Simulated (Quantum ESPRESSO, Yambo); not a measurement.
NaCoO₂ (space group R-3m, No. 166) under isotropic strain (on all lattice vectors), counted from the cell relaxed with PBEsol, atoms relaxed at each step. PBEsol (Quantum ESPRESSO, PseudoDojo norm-conserving, 96 Ry, no spin-orbit coupling); G0W0 in Yambo (6×6×6 Γ-centred k mesh, bands 6 to 65 and a 7 Ry block in the screening, 65 bands in G with the Bruneval-Gonze terminator, plasmon pole fitted at 27.2 eV).

```
strain s (%)  PBEsol direct gap at (0.167, 0.167, -0.5) (eV)  G0W0 direct gap at (0.167, 0.167, -0.5) (eV)
------------  ----------------------------------------------  --------------------------------------------
-3                                                         ?                                             ?
-1.5                                                   1.170                                         2.201
-0.7                                                   1.127                                         2.124
0                                                      1.090                                         2.024
+1                                                     1.039                                         1.903
+2                                                     0.991                                         1.794
```

Q: Fit a parabola in s to each column by least squares and predict the withheld row.

A: PBEsol: E = 1.090 − 0.0518 s + 0.0011 s² (largest residual 0 meV), giving 1.255 eV at s = -3; the run gave 1.256 eV, a miss of 1 meV. G0W0: E = 2.028 − 0.1189 s + 0.0002 s² (largest residual 13 meV), giving 2.386 eV at s = -3; the run gave 2.393 eV, a miss of 6 meV. The withheld row lies outside the fitted range, so this is an extrapolation. The GW settings are held fixed; their convergence isn't established. The screening block changes size along the series (69 vectors at -3 %, 81 vectors at -1.5 %, 81 vectors at -0.7 %, 87 vectors at +0 %, 93 vectors at +1 %, 99 vectors at +2 %), which puts steps into the G0W0 values. The 3d shell has no Hubbard U; the runs are without spin polarisation, and magnetic order was not tried.

The structure is a Materials Project entry; no match was found in the copy of COD used, and its stability was not checked.
